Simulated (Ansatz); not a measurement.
Si in space group P6_422 (No. 181; Si on 3c), a = b = 3.890 Å, c = 4.121 Å, α = β = 90.00°, γ = 120.00°.

Relaxed with r²SCAN. The program Ansatz at the r²SCAN level (PAW) gives no gap.

What gap does HSE06 give on the same cell (Ansatz, PAW)?

0.23 eV. The hybrid was solved on a coarser mesh and at special points; its gap is the smallest among all of these. On such a mesh it can open a false gap in a semimetal.

```tsv
k	v1 r²SCAN	c1 r²SCAN	v1 HSE06	c1 HSE06
Γ	-0.90	1.04	-0.94	1.29
A	0.00	1.94	?	?
K	-2.06	0.22	?	?
H	-4.54	4.97	?	?
M	-2.22	-0.03	-2.32	0.23
L	-1.99	0.08	?	?
```

Top valence (v1) and lowest conduction level (c1) in eV from each method's valence maximum (which need not be a listed point): supply the withheld HSE06 values.


- A, v1 HSE06: 0.00
- A, c1 HSE06: 2.22
- K, v1 HSE06: -2.12
- K, c1 HSE06: 0.46
- H, v1 HSE06: -4.84
- H, c1 HSE06: 5.41
- L, v1 HSE06: -2.11
- L, c1 HSE06: 0.32

Cost on shared cores: the r²SCAN run (SCF on a 12×12×10 mesh, then bands and DOS) about 40 core-seconds (a rough figure), the HSE06 run (SCF on 6×6×5, then a few points) about 80 core-seconds (a rough figure); the tasks are unlike.

The start of the workflow was typed in or built on a structure type; neither database checked (COD, Materials Project) lists it. It is not the phase usual at ambient conditions (space group No. 227). Symmetry was held in the r²SCAN relaxation; whether a distortion lowers the energy is not shown.

Potentials: the later of the program's two PAW sets.
